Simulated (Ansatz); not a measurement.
Relaxed structures of Ru for which phonons were computed (DFPT at Γ and, for small cells, zone-boundary points). All values below come from PBEsol (plane waves to 420 eV, PAW, scalar-relativistic; Ansatz, a program for electronic structure).

| structure | E − E(P6₃/mmc, hP2, hcp (Mg type)) (eV/atom) | V (Å³/atom) |
|---|---|---|
| P6₃/mmc, hP4, AFLOW prototype A_hP4_194_ac (A3', as in La) | 0.09 | 13.37 |
| P6/mmm, hP3 | 0.28 | 13.64 |
| Im-3m, cI2, bcc (W type) | 0.66 | 13.75 |

Task: Which of them are dynamically unstable at the sampled points?

Result: 
- P6₃/mmc, hP4, AFLOW prototype A_hP4_194_ac (A3', as in La): nothing beyond 15i cm⁻¹
- P6/mmm, hP3: nothing beyond 15i cm⁻¹
- Im-3m, cI2, bcc (W type): unstable, lowest mode about 265i cm⁻¹

The lowest structure calculated, P6₃/mmc, hP2, hcp (Mg type), is not among these; it lies 0.09 eV/atom below the lowest of them. Each run could gain symmetry but not lose that of its start, so entries can be saddle points. All of these are generated cells (placed on structure types, drawn at random, substituted or restacked) that were not matched to a known phase here. Energies are at zero temperature and pressure, without zero-point motion. The runs use different k-meshes, so differences are rounded accordingly. No spin polarisation in the result.
